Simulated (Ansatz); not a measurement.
TlF (rock salt, Fm-3m) under volume change, DFT-LDA in the program Ansatz with PAW potentials, scaled uniformly.

```json
[
 {"V (Å³/atom)": "17.989", "E − E(relaxed) (meV/atom)": "29.6", "P (GPa)": "5.85"},
 {"V (Å³/atom)": "18.582", "E − E(relaxed) (meV/atom)": "12.4", "P (GPa)": "3.54"},
 {"V (Å³/atom)": "19.175", "E − E(relaxed) (meV/atom)": "3.0", "P (GPa)": "1.61"},
 {"V (Å³/atom)": "19.768", "E − E(relaxed) (meV/atom)": "0.0", "P (GPa)": "0.01"},
 {"V (Å³/atom)": "20.361", "E − E(relaxed) (meV/atom)": "2.5", "P (GPa)": "-1.33"},
 {"V (Å³/atom)": "20.954", "E − E(relaxed) (meV/atom)": "9.6", "P (GPa)": "-2.44"},
 {"V (Å³/atom)": "21.547", "E − E(relaxed) (meV/atom)": "20.4", "P (GPa)": "-3.36"}
]
```

**Question.** What does a third-order Birch–Murnaghan fit give for V₀, B₀ and B′?

**Answer.** V₀ = 19.77 Å³/atom, B₀ = 48.7 GPa, B′ = 5.1.

The workflow started from an entry of the Crystallography Open Database (COD); the relaxed space group is not among those it files for this formula. COD files the formula under space group No. 28, 57, 69, 129, 139, so this cell is another polymorph or a model. Whether it is the stable phase at ambient conditions was not checked. The LDA relaxation kept the symmetry of its start; its stability against distortions is not shown here. Scalar-relativistic: spin–orbit coupling is off unless named, which matters more the heavier the elements.

Potentials: the later of the program's two PAW sets.
